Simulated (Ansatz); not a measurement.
**Scan of one atom of the cell for MgS (rock salt)**

Relaxed MgS (rock salt):

```
CELL_PARAMETERS angstrom
      0.00000     2.60157     2.60157
      2.60157     0.00000     2.60157
      2.60157     2.60157     0.00000
ATOMIC_POSITIONS crystal
  S  0.00000 0.00000 0.00000
  Mg 0.50000 0.50000 0.50000
```

In each cell atom 2 (Mg, nearest neighbour S at 2.602 Å; its periodic images, 3.7 Å or more away, move with it) moves by s·(1.000, 0.000, 0.000) (along Cartesian x), the rest being held.

The numbers are results of r2SCAN (plane waves to 500 eV, PAW, scalar-relativistic; Ansatz, an electronic-structure program), not measurements. k mesh 9×9×9 (Γ-centred), Fermi-Dirac smearing 0.05 eV. Energies are smeared free energies. Compression counts positive. F∥ is the force on the atom along that direction. MgS was relaxed with its symmetry unable to fall. The zero of ΔE is the undisplaced structure.

```json
[
 {"s (Å)": "-0.260", "ΔE (eV/cell)": "0.1165", "F∥ (eV/Å)": "1.054", "P (GPa)": "2.43"},
 {"s (Å)": "-0.208", "ΔE (eV/cell)": "0.0698", "F∥ (eV/Å)": "0.751", "P (GPa)": "1.52"},
 {"s (Å)": "-0.156", "ΔE (eV/cell)": "0.0373", "F∥ (eV/Å)": "0.511", "P (GPa)": "0.84"},
 {"s (Å)": "-0.104", "ΔE (eV/cell)": "0.0159", "F∥ (eV/Å)": "0.316", "P (GPa)": "0.37"},
 {"s (Å)": "-0.052", "ΔE (eV/cell)": "0.0039", "F∥ (eV/Å)": "0.151", "P (GPa)": "0.09"},
 {"s (Å)": "0.000", "ΔE (eV/cell)": "0.0000", "F∥ (eV/Å)": "0.000", "P (GPa)": "0.00"},
 {"s (Å)": "0.052", "ΔE (eV/cell)": "0.0039", "F∥ (eV/Å)": "-0.151", "P (GPa)": "0.09"},
 {"s (Å)": "0.104", "ΔE (eV/cell)": "0.0159", "F∥ (eV/Å)": "-0.316", "P (GPa)": "0.37"},
 {"s (Å)": "0.156", "ΔE (eV/cell)": "0.0373", "F∥ (eV/Å)": "-0.511", "P (GPa)": "0.84"},
 {"s (Å)": "0.208", "ΔE (eV/cell)": "0.0698", "F∥ (eV/Å)": "-0.751", "P (GPa)": "1.52"},
 {"s (Å)": "0.260", "ΔE (eV/cell)": "0.1165", "F∥ (eV/Å)": "-1.054", "P (GPa)": "2.43"}
]
```

Derived quantities:

```
Property                                                                                                                                                          Value
-----------------------------------------------------------------  ----------------------------------------------------------------------------------------------------
Energy at s = 0.260 Å                                                                                                                                    116.5 meV/cell
Force along the line at s = -0.260 Å                                                                                                                          1.05 eV/Å
Symmetry of the curve                                                                                                                     even: the same for both signs
Shape of the curve                                                                                       a single well with its minimum at or next to zero displacement
Force constant k = d²E/ds² at s = 0 (finite differences)                                                                                                     2.85 eV/Å²
Harmonic estimate at the end of the scan                           ½ks² = 96.3 meV/cell against the computed 116.5 meV/cell, so the well is stiffer than harmonic there
Zone-centre optical wavenumber from k (transverse: no LO-TO term)                                                                                              237 cm⁻¹
```

(A displaced cell: forces are minus the slopes of the energy, force constants its curvatures, and phonons follow from these.)
